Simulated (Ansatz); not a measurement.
The relaxed structure here is a generated cell of Cr: the first start was made by placing the elements on the sites of a structure type, and the end was not matched to a known phase here, so it may be hypothetical. Known forms of Cr include space group No. 229.

One starting cell of Cr (a generated cell, Cr placed in the beta-Sn structure type) was relaxed twice with Ansatz (plane waves, PAW, scalar-relativistic): with r2SCAN at 500 eV and with PBE at 420 eV. The r2SCAN result:

```xyz
2
Lattice="-2.2260 2.2260 1.2194 2.2260 -2.2260 1.2194 2.2260 2.2260 -1.2194" Properties=species:S:1:pos:R:3 pbc="T T T"
Cr     0.0000     2.2260     0.6097
Cr     0.0000     0.0000     0.0000
```

```csv
quantity,r2SCAN,PBE
space group,I4₁/amd,I4₁/amd
volume (Å³/atom),12.08,[?]
a (Å),4.452,[?]
c (Å),2.439,[?]
"gap (eV, no spin-orbit coupling)",0.00,[?]
```

**Question.** Fill in the PBE column.

**Answer.** 
- volume (Å³/atom), PBE: 12.34
- a (Å), PBE: 4.496
- c (Å), PBE: 2.442
- gap (eV, no spin-orbit coupling), PBE: 0.00

Both levels end in the same structure; PBE's volume is 2.1 % larger. Neither column is exact.

No spin polarisation in the result. A magnetic state may lie lower.

The run could not lower the symmetry of its start; a shaken copy of this end point relaxes with r2SCAN to Im-3m (No. 229), 0.78 eV/atom lower.

Ansatz is an electronic-structure program.
